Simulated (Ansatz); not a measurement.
B₂W:
```
CELL_PARAMETERS angstrom
      2.92479     0.00000     0.00000
     -1.46239     2.53294     0.00000
      0.00000     0.00000     7.72267
ATOMIC_POSITIONS crystal
  W  0.66667 0.33333 0.75000
  W  0.33333 0.66667 0.25000
  B  0.66667 0.33333 0.45956
  B  0.33333 0.66667 0.54044
  B  0.33333 0.66667 0.95956
  B  0.66667 0.33333 0.04044
```

Relaxed with r²SCAN. Special points in fractions of this cell's reciprocal vectors: Γ (0.000, 0.000, 0.000); M (0.500, 0.000, 0.000); K (0.333, 0.333, 0.000); A (0.000, 0.000, 0.500); L (0.500, 0.000, 0.500); H (0.333, 0.333, 0.500).

**Question.** List the band energies nearest the Fermi level at these points for r²SCAN (plane waves, PAW; program Ansatz).

**Answer.** In eV from the Fermi level; about four levels below and three above (degenerate sets whole), none deeper than 8.9 eV; points with the same levels are listed once.

```csv
k,below,above
Γ,-0.82 -0.82 -0.75 -0.75,2.11 2.11 3.04 3.04
M,-2.18 -1.84 -1.24 -1.04,0.78 4.76 4.91
K,-2.09 -2.09 -1.81 -1.25,0.30 3.49 3.49
A,-1.21 -1.21 -1.21 -1.21,0.49 0.49 0.49 0.49
L,-2.69 -2.69 -0.46 -0.46,3.33 3.33 4.96 4.96
H,-3.01 -3.01 -1.41 -1.41,1.99 1.99 4.22 4.22
```

Space group P6_3/mmc. The start of the workflow was typed in or built on a structure type; the Crystallography Open Database files this formula in space group No. 194, but the cells were not matched. Whether it is the stable phase at ambient conditions was not checked. The r²SCAN relaxation kept the symmetry of its start; whether a distortion lowers the energy is not shown. No spin polarisation was allowed. Spin–orbit coupling is left out wherever it is not named.

Potentials: the earlier of the program's two PAW sets.
